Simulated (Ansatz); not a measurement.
CeO$_{2}$ (fluorite, Fm-3m), PBE in the plane-wave PAW code Ansatz. The conduction-band minimum lies at L, with 4 equivalent valleys. Second derivatives d²E/dk² of the lowest band at one valley (eV·Å²), along Cartesian directions:

```
direction  d²E/dk²
---------  -------
[100]        2.219
[010]        2.219
[001]        2.219
[110]        3.768
[101]       0.6719
[011]       0.6719
```

Problem. Find the principal effective masses, the density-of-states mass and the conductivity mass.

Solution. Off-diagonal terms follow from H_xy = H[110] − (H_xx + H_yy)/2, and m*/mₑ = 7.620 eV·Å² over each eigenvalue: 1.4, 11, 11. One valley's DOS mass (m₁m₂m₃)^(1/3) = 5.7, conductivity mass 3/(Σ 1/mᵢ) = 3.4 mₑ.

Problem. What effective density of states Nc follows at 300 K for parabolic valleys?

Solution. Nc = 2.509e19 × 4 × (5.7)^(3/2) ≈ 1.4e21 cm⁻³.

The PBE relaxation kept the symmetry of its start. The run is not spin-polarised. The 4f shell is in the valence. No Hubbard U is applied. Spin–orbit coupling is left out wherever it is not named.

Potentials: the earlier of the program's two PAW sets.

Edges and masses are those of Kohn–Sham bands, whose gap is no quasiparticle gap.
